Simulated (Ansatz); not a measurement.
The start is a relaxed As cell displaced along its unstable phonon at q = (½, 0, 0) of its primitive reciprocal cell (25i cm⁻¹), largest move 0.15 Å. A full variable-cell relaxation at zero pressure is run with PBE (plane waves to 420 eV, PAW, scalar-relativistic; Ansatz, an electronic-structure program). The first steps use a coarse 2×4×4 k-mesh.

The start:
```
CELL_PARAMETERS angstrom
     14.43920     0.00000     0.00000
      0.00000     7.21960     0.00000
      0.00000     0.00000     7.21960
ATOMIC_POSITIONS crystal
  As 0.04771 0.07742 0.08764
  As 0.53726 0.09254 0.08231
  As 0.29151 0.42823 0.90063
  As 0.79347 0.40182 0.92942
  As 0.46281 0.58860 0.41361
  As 0.95222 0.58136 0.41644
  As 0.20801 0.90025 0.57040
  As 0.70701 0.92980 0.59955
  As 0.45222 0.91864 0.91644
  As 0.96281 0.91140 0.91361
  As 0.20701 0.57020 0.09955
  As 0.70801 0.59975 0.07040
  As 0.03726 0.40746 0.58231
  As 0.54771 0.42258 0.58764
  As 0.29347 0.09818 0.42942
  As 0.79151 0.07177 0.40063
```

```yaml
largest_initial_force: 0.44 eV/Å, on As3, As4, As7, As8, As11, As12, As15, As16 (atoms numbered as listed)
volume_change: -46.9 %, from 47.04 to 24.98 Å³/atom
Shortest distances (start → end): "The closest pairs of elements (up to four, under 3.6 Å), start → end: As–As 2.13 → 2.49 Å"
optimiser_moves: 43
```

It ends as:

```cif
data_As16
_chemical_formula_sum 'As16'
_space_group_name_H-M_alt 'P21/c'
_space_group_IT_number 14
_space_group_name_Hall '-P 2ybc'
_cell_length_a 4.90982
_cell_length_b 5.89560
_cell_length_c 14.35008
_cell_angle_alpha 90.000
_cell_angle_beta 105.779
_cell_angle_gamma 90.000
loop_
_atom_site_label
_atom_site_type_symbol
_atom_site_symmetry_multiplicity
_atom_site_Wyckoff_symbol
_atom_site_fract_x
_atom_site_fract_y
_atom_site_fract_z
_atom_site_occupancy
As1 As 4 e 0.48075 0.04697 0.33413 1
As2 As 4 e 0.72663 0.15184 0.20606 1
As3 As 4 e 0.35878 0.99434 0.06186 1
As4 As 4 e 0.07327 0.36363 0.07011 1
```

Final values are on a 7×6×3 k-mesh of the relaxed cell. No spin polarisation in the result.

The run could not lose the symmetry of its start: the end is stationary, and may be a saddle point rather than a minimum.

The relaxed structure here is a generated cell of As: the first start was made by placing the elements on the sites of a structure type, and the end was not matched to a known phase here, so it may be hypothetical. Known forms of As include space group No. 166.
